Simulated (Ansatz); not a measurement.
Si3Bi4O12:
```
CELL_PARAMETERS angstrom
     -5.14011     5.14011     5.14011
      5.14011    -5.14011     5.14011
      5.14011     5.14011    -5.14011
ATOMIC_POSITIONS crystal
  Si 0.62500 0.37500 0.25000
  Si 0.87500 0.12500 0.75000
  Si 0.25000 0.62500 0.37500
  Si 0.75000 0.87500 0.12500
  Si 0.37500 0.25000 0.62500
  Si 0.12500 0.75000 0.87500
  Bi 0.50000 0.00000 0.33533
  Bi 0.00000 0.83533 0.50000
  Bi 0.16467 0.16467 0.16467
  Bi 0.83533 0.50000 0.00000
  Bi 0.00000 0.33533 0.50000
  Bi 0.50000 0.00000 0.83533
  Bi 0.33533 0.50000 0.00000
  Bi 0.66467 0.66467 0.66467
  O  0.34945 0.19140 0.41921
  O  0.80860 0.72781 0.15805
  O  0.27219 0.93023 0.08079
  O  0.06977 0.65055 0.34195
  O  0.15055 0.56977 0.84195
  O  0.69140 0.84945 0.91921
  O  0.22781 0.30860 0.65805
  O  0.43023 0.77219 0.58079
  O  0.41921 0.34945 0.19140
  O  0.15805 0.80860 0.72781
  O  0.08079 0.27219 0.93023
  O  0.34195 0.06977 0.65055
  O  0.84195 0.15055 0.56977
  O  0.91921 0.69140 0.84945
  O  0.65805 0.22781 0.30860
  O  0.58079 0.43023 0.77219
  O  0.19140 0.41921 0.34945
  O  0.72781 0.15805 0.80860
  O  0.93023 0.08079 0.27219
  O  0.65055 0.34195 0.06977
  O  0.56977 0.84195 0.15055
  O  0.84945 0.91921 0.69140
  O  0.30860 0.65805 0.22781
  O  0.77219 0.58079 0.43023
```

Relaxed with PBEsol. Special points in fractions of this cell's reciprocal vectors: Γ (0.000, 0.000, 0.000); H (0.500, -0.500, 0.500); N (0.000, 0.000, 0.500); P (0.250, 0.250, 0.250).

Question: List the band energies nearest the valence-band maximum at these points for PBEsol (plane waves, PAW; program Ansatz).

Answer: In eV from the valence-band maximum; about four levels below and three above (degenerate sets whole), none deeper than 8.9 eV; points with the same levels are listed once.

```csv
k,below,above
Γ,-0.44 -0.44 -0.44 -0.17 -0.17 -0.17,4.08 4.08 4.08
H,-0.62 -0.62 -0.62 -0.62 -0.62 -0.62 0.00 0.00,4.17 4.17 4.17 4.17 4.17 4.17
N,-0.48 -0.48 -0.20 -0.20,4.13 4.13 4.30 4.30
P,-0.41 -0.41 -0.41 -0.41,4.32 4.32 4.32 4.32
```

Space group I-43d. The workflow started from a Materials Project entry (that database holds measured and hypothetical structures alike); the Crystallography Open Database files this formula in space group No. 220, but the cells were not matched. Its standing as an ambient phase is unchecked. The cell was relaxed with PBEsol under the symmetry of its start; its stability against distortions is not shown here. Spin–orbit coupling is left out wherever it is not named.

Potentials: the later of the program's two PAW sets.
